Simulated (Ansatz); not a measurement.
Ni₂H in space group P-3m1 (No. 164; Ni on 2d, H on 1a) under volume change, PBEsol in the plane-wave PAW code Ansatz, shape and atoms relaxed at each volume.

```
V (Å³/atom)  E − E(relaxed) (meV/atom)  P (GPa)
-----------  -------------------------  -------
6.897                             51.9    26.62
7.124                             21.7    16.20
7.352                              5.1     7.42
7.579                              0.0     0.01
7.806                              4.5    -6.23
8.034                             17.2   -11.49
8.261                             36.7   -15.88
```

**Question.** What does a third-order Birch–Murnaghan fit give for V₀, B₀ and B′?

**Answer.** V₀ = 7.58 Å³/atom, B₀ = 226 GPa, B′ = 4.7.

The workflow started from an entry of the Crystallography Open Database (COD), which files this formula under 2 space groups. Its standing as an ambient phase is unchecked. Symmetry was held in the PBEsol relaxation; its stability against distortions is not shown here. The final state is ferromagnetic, the only order run, not a proven ground state.

Potentials: the later of the program's two PAW sets.
